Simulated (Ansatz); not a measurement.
**BaZr2O5: rattling a relaxed structure**

It was reached by relaxing an invented guess, and it needn't be the stable form of this composition.

All numbers below come from Ansatz, DFT PBE, scalar-relativistic, plane waves, PAW. Plane waves to 420 eV, a k mesh through Γ of 8×8×4 on the computed 8-atom cell and Gaussian smearing (0.02 eV); no spin polarisation.

The cell below (8 atoms, space group P4/mmm (No. 123)) is relaxed within its symmetry.

```
CELL_PARAMETERS angstrom
3.97506 0.00000 0.00000
0.00000 3.97506 0.00000
0.00000 0.00000 8.96221
ATOMIC_POSITIONS crystal
Ba 0.00000 0.00000 0.00000
Zr 0.50000 0.50000 0.28145
Zr 0.50000 0.50000 0.71855
O 0.00000 0.50000 0.20579
O 0.50000 0.00000 0.20579
O 0.00000 0.50000 0.79421
O 0.50000 0.00000 0.79421
O 0.50000 0.50000 0.50000
```

For the test it was strained at random (σ = 1.5 % a component), the atoms were moved at random (σ = 0.05 Å), and all was relaxed again on a coarse 4×4×2 mesh (in the run’s order of axes) with 0.10 eV smearing, with no symmetry imposed.

Problem. Is the structure stable against such a distortion?

Solution. It returns, within 1 meV/atom of the unmoved cell on that mesh and with the same symmetry when read at 0.1 Å (P2/m at 0.01 Å, so small strains and shifts remain). No instability shows in this cell; modes of other wave vectors, which need another repeat, aren't tested.
